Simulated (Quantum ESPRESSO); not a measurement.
# Al4PdHfZrTa: input and log of a self-consistent run

Computed values, not a measurement. The program is pw.x of Quantum ESPRESSO 7.5 (plane-wave density functional theory). The cell is made up: eight metal atoms on a face-centred cubic lattice, with elements, volume, strain and displacements drawn at random and not relaxed, so it may be unstable or far from any real phase. PseudoDojo standard norm-conserving files set the functional (PBE unless stated); there is no spin polarisation or spin-orbit coupling, the Fermi-Dirac width of 0.25 eV means electrons at about 2900 K, and the masses in the input are unused placeholders. Heavy elements are run without spin-orbit coupling, which real alloys of them have. A spin test at this wide smearing found no moment, but such smearing suppresses magnetism that the real alloy may have.

Input:

```
&control calculation='scf', pseudo_dir='./dojo.nc.sr.pbe.v0_5.standard.upf', outdir='./o', disk_io='minimal', tprnfor=.true., tstress=.true. /
&system ibrav=0, nat=8, ntyp=5, nbnd=47, ecutwfc=84.00895049, nosym=.true., tot_charge=0,
 occupations='smearing', smearing='fd', degauss=0.0183746611
/
&electrons conv_thr=1.470e-08, electron_maxstep=70, mixing_beta=0.5 /
ATOMIC_SPECIES
Al 1.0 Al.upf
Hf 1.0 Hf.upf
Pd 1.0 Pd.upf
Ta 1.0 Ta.upf
Zr 1.0 Zr.upf
CELL_PARAMETERS angstrom
-0.0122 2.1262 2.106
-4.1199 2.1099 -2.0654
-3.9667 -6.1279 6.0917
ATOMIC_POSITIONS angstrom
Al -0.0043 0.0007 0.0577
Pd -3.9808 -4.1449 4.1108
Hf -3.9402 -2.1001 2.0321
Zr -4.0725 0.2356 -0.136
Al -1.8864 -1.9078 3.9823
Ta -2.1643 -0.0164 2.1478
Al -2.1237 2.3025 0.144
Al -6.0142 -2.0957 4.0444
K_POINTS automatic
8 5 3 1 1 1
```

The log is shortened where brackets say so; the opening notice, blank lines, dates and the lines on written files are dropped, and the path of the files is cut. It prints rydbergs, bohrs and kilobars, and counts compression as positive stress. Its total energy is the free energy E - TS of the whole cell.

```
     Program PWSCF v.7.5
     Parallel version (MPI & OpenMP), running on       4 processor cores
     Number of MPI processes:                 4
     Threads/MPI process:                     1
     [start-up lines left out]
     bravais-lattice index     =            0
     lattice parameter (alat)  =       5.6553  a.u.
     unit-cell volume          =     955.3850 (a.u.)^3
     number of atoms/cell      =            8
     number of atomic types    =            5
     number of electrons       =        67.00
     number of Kohn-Sham states=           47
     kinetic-energy cutoff     =      84.0090  Ry
     charge density cutoff     =     336.0358  Ry
     scf convergence threshold =      1.5E-08
     mixing beta               =       0.5000
     number of iterations used =            8  plain     mixing
     Exchange-correlation= PBE
                           (   1   4   3   4   0   0   0)
     [axes and pseudopotential details left out]
   Cartesian axes
     site n.     atom                  positions (alat units)
         1        Al     tau(   1) = (  -0.0014368   0.0002339   0.0192804  )
         2        Pd     tau(   2) = (  -1.3301806  -1.3850145   1.3736200  )
         3        Hf     tau(   3) = (  -1.3166142  -0.7017465   0.6790243  )
         4        Zr     tau(   4) = (  -1.3608221   0.0787255  -0.0454443  )
         5        Al     tau(   5) = (  -0.6303388  -0.6374896   1.3306818  )
         6        Ta     tau(   6) = (  -0.7231988  -0.0054800   0.7176854  )
         7        Al     tau(   7) = (  -0.7096324   0.7693782   0.0481175  )
         8        Al     tau(   8) = (  -2.0096393  -0.7002762   1.3514325  )
     number of k points=    60  Fermi-Dirac smearing, width (Ry)=  0.0184
                       cart. coord. in units 2pi/alat
        k(    1) = (  -0.0855264   0.0308265   0.0571964), wk =   0.0333333
        k(    2) = (   0.0389791   0.1534549  -0.0658870), wk =   0.0333333
     [further k points left out]
     Dense  grid:    99411 G-vectors     FFT dimensions: (  36,  60, 108)
     Estimated max dynamical RAM per process >     298.47 MB
     Estimated total dynamical RAM >       1.09 GB
     Initial potential from superposition of free atoms
     starting charge      66.9849, renormalised to      67.0000
     Starting wfcs are   55 randomized atomic wfcs
     total cpu time spent up to now is        4.5 secs
     per-process dynamical memory:   227.5 Mb
     Self-consistent Calculation
     iteration #  1     ecut=    84.01 Ry     beta= 0.50
     Davidson diagonalization with overlap
     ethr =  1.00E-02,  avg # of iterations =  3.2
     total cpu time spent up to now is       14.1 secs
     total energy              =    -610.22328826 Ry
     estimated scf accuracy    <      34.00346269 Ry
     iteration #  2     ecut=    84.01 Ry     beta= 0.50
     Davidson diagonalization with overlap
     ethr =  1.00E-02,  avg # of iterations =  7.1
     total cpu time spent up to now is       30.7 secs
     total energy              =    -606.45127240 Ry
     estimated scf accuracy    <     411.21872632 Ry
     iteration #  3     ecut=    84.01 Ry     beta= 0.50
     Davidson diagonalization with overlap
     ethr =  1.00E-02,  avg # of iterations =  7.4
     total cpu time spent up to now is       45.4 secs
     total energy              =    -634.17823264 Ry
     estimated scf accuracy    <      15.83711863 Ry
     iteration #  4     ecut=    84.01 Ry     beta= 0.50
     Davidson diagonalization with overlap
     ethr =  1.00E-02,  avg # of iterations =  2.0
     total cpu time spent up to now is       53.5 secs
     total energy              =    -634.41086678 Ry
     estimated scf accuracy    <      10.60730610 Ry
     iteration #  5     ecut=    84.01 Ry     beta= 0.50
     Davidson diagonalization with overlap
     ethr =  1.00E-02,  avg # of iterations =  1.1
     total cpu time spent up to now is       61.3 secs
     total energy              =    -634.20158900 Ry
     estimated scf accuracy    <       5.68565001 Ry
     [iterations 6 to 12 left out]
     iteration # 13     ecut=    84.01 Ry     beta= 0.50
     Davidson diagonalization with overlap
     ethr =  1.01E-07,  avg # of iterations =  2.1
     total cpu time spent up to now is      132.1 secs
     total energy              =    -633.89190689 Ry
     estimated scf accuracy    <       0.00000306 Ry
     iteration # 14     ecut=    84.01 Ry     beta= 0.50
     Davidson diagonalization with overlap
     ethr =  4.57E-09,  avg # of iterations =  4.7
     total cpu time spent up to now is      141.8 secs
     total energy              =    -633.89190709 Ry
     estimated scf accuracy    <       0.00000448 Ry
     iteration # 15     ecut=    84.01 Ry     beta= 0.50
     Davidson diagonalization with overlap
     ethr =  4.57E-09,  avg # of iterations =  2.0
     total cpu time spent up to now is      149.5 secs
     total energy              =    -633.89190766 Ry
     estimated scf accuracy    <       0.00000112 Ry
     iteration # 16     ecut=    84.01 Ry     beta= 0.50
     Davidson diagonalization with overlap
     ethr =  1.68E-09,  avg # of iterations =  1.0
     total cpu time spent up to now is      156.5 secs
     total energy              =    -633.89190770 Ry
     estimated scf accuracy    <       0.00000025 Ry
     iteration # 17     ecut=    84.01 Ry     beta= 0.50
     Davidson diagonalization with overlap
     ethr =  3.77E-10,  avg # of iterations =  1.1
     total cpu time spent up to now is      163.4 secs
     End of self-consistent calculation
     [lines on levels left out]
!    total energy              =    -633.89190773 Ry
     estimated scf accuracy    <          4.6E-09 Ry
     smearing contrib. (-TS)   =      -0.07748299 Ry
     internal energy E=F+TS    =    -633.81442474 Ry
     The total energy is F=E-TS. E is the sum of the following terms:
     one-electron contribution =    -296.87246155 Ry
     hartree contribution      =     175.00897670 Ry
     xc contribution           =    -129.47050796 Ry
     ewald contribution        =    -382.48043193 Ry
     convergence has been achieved in  17 iterations
     Forces acting on atoms (cartesian axes, Ry/au):
     atom    1 type  1   force =    -0.01122156    0.03917952   -0.03693440
     atom    2 type  3   force =     0.00655844   -0.01119341    0.01067206
     atom    3 type  2   force =    -0.08070930   -0.01390041    0.01788301
     atom    4 type  5   force =    -0.02083243   -0.04991960    0.06243409
     atom    5 type  1   force =    -0.00369676   -0.05996644    0.06167790
     atom    6 type  4   force =     0.06255325    0.07904410   -0.08199696
     atom    7 type  1   force =     0.06051084    0.00664934   -0.03227606
     atom    8 type  1   force =    -0.01316247    0.01010690   -0.00145964
     Total force =     0.215596     Total SCF correction =     0.000145
     Computing stress (Cartesian axis) and pressure
          total   stress  (Ry/bohr**3)                   (kbar)     P=       64.66
   0.00043603   0.00001762  -0.00014999           64.14        2.59      -22.07
   0.00001762   0.00036651  -0.00006039            2.59       53.92       -8.88
  -0.00014999  -0.00006039   0.00051615          -22.07       -8.88       75.93
     init_run     :      4.23s CPU      4.41s WALL (       1 calls)
     electrons    :    157.37s CPU    158.89s WALL (       1 calls)
     forces       :      1.74s CPU      1.76s WALL (       1 calls)
     stress       :      5.99s CPU      6.15s WALL (       1 calls)
     [timing details left out]
     PWSCF        :   2m49.45s CPU   2m51.35s WALL
     JOB DONE.
```

In other units: free energy -8624.539 eV for the cell, pressure 6.47 GPa, largest force component 2.108 eV/Å in size. The run took 173 s of wall time with four MPI processes on a shared machine (Intel Xeon, 2023 or later, virtual cores), so the time is rough. A rerun of this cell at a higher cutoff and on a denser mesh moved values by no more than 0.004 eV in energy, 0.10 GPa in stress and 0.019 eV/Å in force, and a second program with other atomic files agreed on that cell to 2 % rms in force and 0.5 GPa in pressure.